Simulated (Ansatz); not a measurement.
**Computed frozen-phonon scan: Y (hcp, Mg type)**

Y (hcp, Mg type)

```
CELL_PARAMETERS angstrom
      7.31128     0.00000     0.00000
     -1.82782     3.16588     0.00000
      0.00000     0.00000     5.67870
ATOMIC_POSITIONS crystal
  Y  0.16667 0.66667 0.75000
  Y  0.66667 0.66667 0.75000
  Y  0.33333 0.33333 0.25000
  Y  0.83333 0.33333 0.25000
```

The atoms are displaced by Q × the pattern below (from a DFPT mode at M = (0.5, 0.0, 0.0), largest move 1; Q in Å), at fixed cell. (q is in reciprocal vectors of the primitive cell; the cell shown is doubled to hold the pattern.)

```json
[
 {"atom": "Y1", "x": "0.000", "y": "0.000", "z": "-1.000"},
 {"atom": "Y2", "x": "0.000", "y": "0.000", "z": "1.000"},
 {"atom": "Y3", "x": "0.000", "y": "0.000", "z": "-1.000"},
 {"atom": "Y4", "x": "0.000", "y": "0.000", "z": "1.000"}
]
```

Level of theory: PBE (plane waves to 420 eV, PAW, scalar-relativistic; Ansatz, a quantum-chemistry and plane-wave program). k mesh 15×15×8 (Γ-centred), Fermi-Dirac smearing 0.05 eV. Energies are smeared free energies. With partly filled bands, energies and forces of such displacements shift with the k mesh and the smearing. Y is run without spin polarisation. Y was relaxed with its symmetry unable to fall. The zero of ΔE is the undisplaced structure.

```csv
Q (Å),ΔE (meV/cell),−dE/dQ from forces (eV/Å)
-0.100,51.0,1.023
-0.083,35.4,0.851
-0.067,22.6,0.680
-0.050,12.7,0.510
-0.033,5.7,0.339
-0.017,1.4,0.170
0.000,0.0,0.000
0.017,1.4,-0.170
0.033,5.7,-0.339
0.050,12.7,-0.510
0.067,22.6,-0.680
0.083,35.4,-0.851
0.100,51.0,-1.023
```

What the scan shows:

| Item | Result |
|---|---|
| Energy at Q = 0.100 Å | 51.0 meV/cell |
| Space group of the distorted cell | Pnnm (No. 58), lowered from P6_3/mmc |
| Symmetry of the curve | even: the same for both signs |
| Shape of the curve | a single well with its minimum at or next to zero displacement |
| Harmonic wavenumber from the curvature (finite differences) | 88 cm⁻¹ |

(A displaced cell: forces are minus the slopes of the energy, force constants its curvatures, and phonons follow from these.)
